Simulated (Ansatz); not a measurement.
A distorted cell of TiN (rock salt):

```
CELL_PARAMETERS angstrom
      0.00000     4.24692     4.24692
      2.12346     2.12346     4.24692
      2.12346     2.12346     0.00000
ATOMIC_POSITIONS crystal
  N  0.05494 0.94506 0.05494
  N  0.44506 0.05494 0.94506
  Ti 0.00822 0.49178 0.50822
  Ti 0.49178 0.50822 0.49178
```

The numbers are results of PBE (plane waves to 420 eV, PAW, scalar-relativistic; Ansatz, an electronic-structure program), not measurements. k mesh 19×19×19 (Γ-centred), Fermi-Dirac smearing 0.05 eV. Stress and pressure are positive under compression. With partly filled bands, energies and forces of such displacements shift with the k mesh and the smearing. TiN is run without spin polarisation. TiN was relaxed with its symmetry unable to fall.

**Question.** Predict the force on every atom, in eV/Å.

**Answer.** 
```json
[
 {"atom": "N1", "Fx": "0.000", "Fy": "-3.687", "Fz": "0.000"},
 {"atom": "N2", "Fx": "0.000", "Fy": "3.687", "Fz": "0.000"},
 {"atom": "Ti3", "Fx": "0.000", "Fy": "-2.046", "Fz": "0.000"},
 {"atom": "Ti4", "Fx": "0.000", "Fy": "2.046", "Fz": "0.000"}
]
```

**Question.** What is the stress tensor (GPa)?

**Answer.** 
```
   -0.1      0.0      0.0
    0.0     30.0      0.0
    0.0      0.0      5.3
```
The pressure, a third of the trace, is 11.8 GPa.

(For displaced atoms, the force is minus the slope of the energy, and its curvature is a force constant, which sets phonon frequencies.)
